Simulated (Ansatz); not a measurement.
An Ansatz (a quantum-chemistry and plane-wave program) input:

Ansatz 0.2 input:
```yaml
crystal:
  lattice:
    - [-3.3880470328, 3.3880470328, 3.3880470328]
    - [3.3880470328, -3.3880470328, 3.3880470328]
    - [3.3880470328, 3.3880470328, -3.3880470328]
  atoms:
    - { symbol: Ge, position: [0.0, 0.25, 0.5] }
    - { symbol: Ge, position: [0.25, 0.5, 0.0] }
    - { symbol: Ge, position: [0.5, 0.0, 0.25] }
    - { symbol: Ge, position: [0.25, 0.25, 0.25] }
kpoints:
  mp_grid: { grid: [6, 6, 6] }
  band_path:
    path:
      - [[0.0, 0.0, 0.0], [0.5, -0.5, 0.5], [0.0, 0.0, 0.5], [0.0, 0.0, 0.0], [0.25, 0.25, 0.25], [0.5, -0.5, 0.5]]  # Γ-H-N-Γ-P-H
      - [[0.25, 0.25, 0.25], [0.0, 0.0, 0.5]]  # P-N
    npoints: 12
hamiltonian:
  xc: r2scan
  pseudopotentials: { kind: paw }
magnetization: { noncollinear: true, spin_orbit: true }
scf:
  n_extra_bands: 12
  convergence: { dr2_threshold: 0.0000000001 }
  occupations: { method: gaussian, width: 0.05 }
output: { eigenvalues: true }
```

**Question.** How many symmetry operations and irreducible k-points will the run report?

**Answer.** 24 operations, 16 of 216 k-points.

**Question.** With a cutoff of 500 eV, how many plane waves at Γ?

**Answer.** 3997.

It took about 5 core-minutes (a rough figure) on shared server cores.

Space group I4_132. The start of the workflow was typed in or built on a structure type; neither database checked (COD, Materials Project) lists it. It is not the phase usual at ambient conditions (space group No. 227). Symmetry was held in the r²SCAN relaxation; whether a distortion lowers the energy is not shown. The volume moved by 42 % from the start of the relaxation.

Potentials: the later of the program's two PAW sets.

Ansatz is a plane-wave DFT program.
